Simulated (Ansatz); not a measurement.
Si:
```
CELL_PARAMETERS angstrom
      0.00000     2.71449     2.71449
      2.71449     0.00000     2.71449
      2.71449     2.71449     0.00000
ATOMIC_POSITIONS crystal
  Si 0.50000 0.50000 0.50000
  Si 0.75000 0.75000 0.75000
```

This is the r²SCAN+D4-relaxed structure.

Q: All from DFT-r²SCAN+D4 in the program Ansatz with PAW potentials, unless another level is named. Estimate the smallest direct gap on the standard path.

A: 2.74 eV.

Q: Next, the band gap?

A: 0.76 eV (indirect).

Q: Give the valence-band maximum.

A: at Γ.

Q: Next, the conduction-band minimum?

A: on the Γ–X line, 84 % of the way from Γ (6 equivalent valleys).

Space group Fd-3m (diamond). The r²SCAN+D4 relaxation kept the symmetry of its start.

Potentials: the later of the program's two PAW sets.
